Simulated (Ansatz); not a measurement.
Magnetic states of Na3MnF6

```
Na Mn F
1.0
     5.47090    0.00000    0.00000
     0.00000    5.68300    0.00000
    -5.32493    0.00000    8.07208
Na Mn F
6 2 12
Direct
  0.50000 0.50000 0.00000
  0.50000 0.00000 0.50000
  0.75911 0.44536 0.74988
  0.24089 0.94536 0.75012
  0.24089 0.55464 0.25012
  0.75911 0.05464 0.24988
  0.00000 0.50000 0.50000
  0.00000 0.00000 0.00000
  0.34740 0.55780 0.73260
  0.65260 0.05780 0.76740
  0.65260 0.44220 0.26740
  0.34740 0.94220 0.23260
  0.77260 0.67130 0.55330
  0.22740 0.17130 0.94670
  0.22740 0.32870 0.44670
  0.77260 0.82870 0.05330
  0.09580 0.77950 0.43260
  0.90420 0.27950 0.06740
  0.90420 0.22050 0.56740
  0.09580 0.72050 0.93260
```

Method: r2SCAN with U_eff = 2.7 eV on Mn d (all-electron-ortho-atomic projectors) in Ansatz 0.2.0, PAW datasets, plane waves to 500 eV, 5×4×3 Γ-centred mesh, fermi-dirac occupations of width 0.050 eV. The atoms are fixed and numbered as listed; spin is collinear, without spin-orbit coupling.

The cycle has several fixed points for this cell. Moments (μB):

| state | Mn7 | Mn8 | other atoms together | size of the net moment a cell |
| --- | --- | --- | --- | --- |
| A | 3.31 | -3.31 | 0.00 | 0.00 |
| B | 0.00 | 0.00 | 0.00 | 0.00 |
| C | 3.31 | 3.31 | 0.27 | 8.00 |

Site moments are taken in small spheres that don't touch (radius about 0.4 of the atom's shortest bond), so those of the magnetic atoms read low, and they needn't add up to the net moment. State B was run without spin polarisation.

Question: What is the order in energy at zero smearing?

Answer: State C (parallel moments) comes first by a margin too small to trust; A (antiparallel, compensated) is level with it, B (without moments) lies 303 meV above it, all counted an atom of the cell. The two lowest differ by only 0.2 meV for each atom with a column above, which mesh or functional could overturn.

Question: Which states have a gap on the mesh, and what pressure does each exert on this cell?

Answer: A: gap 1.85 eV, 0.4 GPa; B: gap 2.11 eV, -3.0 GPa; C: gap 1.81 eV, 0.4 GPa (positive in compression). Moments take up room: without them the pressure is lower, so that state wants a smaller cell.

Question: What does magnetism gain here?

Answer: 303 meV an atom of the cell, or 3025 meV for each Mn atom, against state B, which has none. A run without spin would miss this and give wrong energies and forces. That state isn't the paramagnet, which keeps its moments, so this is no ordering energy, and a U raises it further by its penalty on part-filled orbitals.

The cell is that of a Crystallography Open Database entry, unchanged.

Caveats: only orders that fit this cell and collinear spins were tried, so the true order may need a larger cell or canted moments; atoms and cell are not relaxed, and each state would relax in its own way; the U is a value in common use, not computed for this crystal; one start a pattern, so a lower state of the same pattern may exist; the nearest magnetic pairs stand parallel in every state found, so their coupling isn't measured; the atoms stand off equilibrium, with forces up to 0.6 eV/Å.
